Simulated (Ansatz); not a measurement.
Cell and atoms are relaxed with the symmetry kept. Start:

```
Fe Si
1.0
     3.92639    0.00000    0.00000
    -1.96320    3.40035    0.00000
     0.00000    0.00000    4.83363
Fe Si
4 2
Direct
  0.00000 0.00000 0.00000
  0.00000 0.00000 0.50000
  0.33333 0.66667 0.82152
  0.66667 0.33333 0.17848
  0.33333 0.66667 0.31950
  0.66667 0.33333 0.68050
```

Method: Ansatz, DFT LDA, scalar-relativistic, plane waves, PAW.

Settings: cutoff 420 eV, Γ-centred mesh 12×12×8 on the computed 6-atom cell, Gaussian smearing of 0.10 eV; collinear spin from starting moments 2.82 0.16 0.8 0.8 0 0 μB.

Q: What does it relax to?

A: The volume drops by 0.65 Å³/atom to 10.10 Å³/atom, and the energy falls by 32.5 meV/atom. The cell ends with a moment of 3.83 μB (only this magnetic start was tried). Final structure:
```cif
data_structure
_symmetry_space_group_name_H-M 'P-3m1'
_symmetry_Int_Tables_number 164
_cell_length_a 3.8474
_cell_length_b 3.8474
_cell_length_c 4.7296
_cell_angle_alpha 90.000
_cell_angle_beta 90.000
_cell_angle_gamma 120.000
_cell_volume 60.63
loop_
_atom_site_label
_atom_site_type_symbol
_atom_site_symmetry_multiplicity
_atom_site_Wyckoff_symbol
_atom_site_fract_x
_atom_site_fract_y
_atom_site_fract_z
_atom_site_occupancy
Fe1 Fe 1 a 0.00000 0.00000 0.00000 1
Fe2 Fe 1 b 0.00000 0.00000 0.50000 1
Fe3 Fe 2 d 0.33333 0.66667 0.82250 1
Si1 Si 2 d 0.33333 0.66667 0.31952 1
```

Only parallel moments were tried here.

Cost: 1 run of about 3.8 core-minutes, on Intel Xeon 6975P-C (Granite Rapids) (shared hosts).